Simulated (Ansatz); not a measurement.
# Elastic constants of B6As: input and output

Level of theory: DFT LDA, scalar-relativistic, plane waves, PAW in Ansatz 0.2.0.

Launched with:
```bash
ansatz run input.yaml --threads 4 --pin off --max-ram 12288MiB --backend cpu --events-out ev --progress --plain --runs-dir out
```

Input (bare energies are in eV):
```yaml
crystal:
  lattice:
    - [3.0387590419, 1.7544283509, 3.91631347]
    - [-3.0387590419, 1.7544283509, 3.91631347]
    - [0.0, -3.5088567017, 3.91631347]
  atoms:
    - { symbol: B, position: [0.0155961131, 0.0155961131, 0.3243624077] }
    - { symbol: B, position: [0.0155961131, 0.3243624077, 0.0155961131] }
    - { symbol: B, position: [0.8218781705, 0.2725031721, 0.8218781705] }
    - { symbol: B, position: [0.8218781705, 0.8218781705, 0.2725031721] }
    - { symbol: B, position: [0.2725031721, 0.8218781705, 0.8218781705] }
    - { symbol: B, position: [0.7274968279, 0.1781218295, 0.1781218295] }
    - { symbol: B, position: [0.1781218295, 0.7274968279, 0.1781218295] }
    - { symbol: B, position: [0.1781218295, 0.1781218295, 0.7274968279] }
    - { symbol: B, position: [0.9844038869, 0.6756375923, 0.9844038869] }
    - { symbol: B, position: [0.9844038869, 0.9844038869, 0.6756375923] }
    - { symbol: B, position: [0.6756375923, 0.9844038869, 0.9844038869] }
    - { symbol: B, position: [0.3243624077, 0.0155961131, 0.0155961131] }
    - { symbol: As, position: [0.6008649461, 0.6008649461, 0.6008649461] }
    - { symbol: As, position: [0.3991350539, 0.3991350539, 0.3991350539] }
basis:
  ecutwfc: 420
kpoints:
  mp_grid: { grid: [6, 6, 6] }
hamiltonian:
  xc: lda
scf:
  occupations: { method: fixed }
output:
  forces: true
  stress: true
  eigenvalues: true
elastic:
  mode: clamped_ion
  stencil: two_point
```

From the output:
```
--- Elastic constants: 3 strain directions × 2 members + reference (group order 12) ---
  dense FFT box of the reference and of every strained cell: 36×36×36
  strains applied: 11, 33, 23; error gains: componentwise 1.00 (the most a stress slope's error grows in a printed constant), spectral 1.41 (1 for all six strains in a standard setting)
  C = ∂σ_k/∂η_j (tension-positive GPa; Voigt order 11 22 33 23 13 12):
       536.516     61.807     49.760    -10.670      0.000      0.000
        61.807    536.516     49.760     10.670      0.000      0.000
        49.838     49.838    479.722     -0.000      0.000      0.000
       -10.669     10.669     -0.000    219.704      0.000      0.000
        -0.000      0.000     -0.000      0.000    219.704    -10.669
         0.000     -0.000      0.000     -0.000    -10.670    237.355
  reference stress σ⁰ (GPa):     -0.001     -0.001     -0.002     -0.000     -0.000     -0.000
  C* (energy form; C + prestress term) asymmetry max|C*_kj − C*_jk| = 7.690e-2 GPa — a small one proves nothing (zero by symmetry where the batch's group is 432, −43m or m−3m); a large one is finite-difference/SCF noise where every solve ...
  moduli (Voigt/Reuss/Hill, GPa): K = 208.40/207.62/208.01   G = 228.11/227.27/227.69   E = 500.46   ν = 0.099
  mechanically stable: yes (min eigenvalue of sym C = 214.68 GPa)
  strain η (Voigt 11):  stress-route row diagonal C_11 = 536.52 GPa, energy-path curvature d²(F+E_count+ΔE)/dδ²/Ω₀ = 536.68 GPa
         δ    σ_11 (GPa) F (eV) n_scf n_hpsi n_pw
    -2.000e-3      -1.0806      -11347.0735146       9   52982   2485
     2.000e-3       1.0655      -11347.0735063       6   40959   2485
  strain η (Voigt 33):  stress-route row diagonal C_33 = 479.72 GPa, energy-path curvature d²(F+E_count+ΔE)/dδ²/Ω₀ = 480.00 GPa
         δ    σ_33 (GPa) F (eV) n_scf n_hpsi n_pw
    -2.000e-3      -0.9676      -11347.0735805       9   24914   2485
     2.000e-3       0.9513      -11347.0736120       6   19230   2485
  strain η (Voigt 23):  stress-route row diagonal C_44 = 219.70 GPa, energy-path curvature d²(F+E_count+ΔE)/dδ²/Ω₀ = 219.76 GPa
         δ    σ_23 (GPa) F (eV) n_scf n_hpsi n_pw
    -2.000e-3      -0.4397      -11347.0740191       8   48947   2485
     2.000e-3       0.4391      -11347.0740205       6   45673   2485
```

The run took 75 s on 4 threads of Intel(R) Xeon(R) Processor @ 2.50GHz (Skylake/Cascade Lake), on a shared host, peak memory 0.74 GiB.

Clamped-ion constants are upper bounds: once the atoms relax, a strain can turn out softer or unstable.